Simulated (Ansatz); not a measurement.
Put Li2YAl3 in P6/mmm (No. 191): Li on 2c; Y on 1b; Al on 2d and 1a.

Theory: DFT PBE, scalar-relativistic, plane waves, PAW in Ansatz 0.2.0. Cutoff 420 eV, Γ-centred mesh, Gaussian smearing, no spin polarisation.

Formation energies are uncorrected and refer to the elements' standard structures at the same level.

Q: Give the relaxed lattice parameters and positions.

A:

Space group P6/mmm (No. 191). a = 5.113 Å, b = 5.113 Å, c = 5.758 Å, α = 90.00°, β = 90.00°, γ = 120.00°
```
atom  site  symmetry       x       y       z
  Li    2c      -6m2  0.3333  0.6667  0.0000
   Y    1b     6/mmm  0.0000  0.0000  0.5000
  Al    2d      -6m2  0.3333  0.6667  0.5000
  Al    1a     6/mmm  0.0000  0.0000  0.0000
```

Around Li lie 5 Al at 2.88–2.95 Å and 3 Li at 2.95 Å; around Y lie 8 Al at 2.88–2.95 Å; Al on a site of symmetry -6m2 is surrounded by 2 Li at 2.88 Å, 3 Al at 2.95 Å and 3 Y at 2.95 Å; around Al on a site of symmetry 6/mmm lie 2 Y at 2.88 Å and 6 Li at 2.95 Å. Another local minimum with the same sites may exist.

Q: And its energy and gap?

A: The energy over the elements is +0.11 eV/atom and the gap on the 12×12×8 mesh of the 6-atom cell is 0 eV (a metal). The separate elements lie lower, so it is unstable against them.

The last run used Gaussian smearing of 0.10 eV. A structure relaxed within its symmetry needn't be a true minimum.
